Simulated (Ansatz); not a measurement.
Values for one crystal, relaxed and computed with r²SCAN (plane waves, PAW; program Ansatz); other levels are named.

- Volume per atom: 23.48 Å³
- Electronic character: metallic (no gap)
- Bulk modulus (Birch–Murnaghan fit): 61.8 GPa
- Gap with spin–orbit coupling: none (metallic)
- Formation energy from the elements (no fitted shifts): -0.30 eV/atom
- Density of states at the Fermi level: 0.82 states/eV per atom (mean over ±0.08 eV)
- Pressure derivative B′: 4.1

Task: Which compound is it?
(A) Mg2Au, Pnma (Mg on 4c, Mg on 4c, Au on 4c)
(B) YCu2, Imma (Y on 4e, Cu on 8h)
(C) YMgAg, P-62m (Y on 3g, Ag on 2c, Ag on 1b, Mg on 3f)
(D) ScAg4, I4/m (Sc on 2a, Ag on 8h)

Result: C, YMgAg, P-62m (Y on 3g, Ag on 2c, Ag on 1b, Mg on 3f)

The workflow started from an entry of the Crystallography Open Database (COD). Its standing as an ambient phase is unchecked. Symmetry was held in the r²SCAN relaxation; whether a distortion lowers the energy is not shown. The run is not spin-polarised. The references are the lowest solids computed at this level, not always the standard phases. Spin–orbit coupling is left out wherever it is not named.

Potentials: the later of the program's two PAW sets.
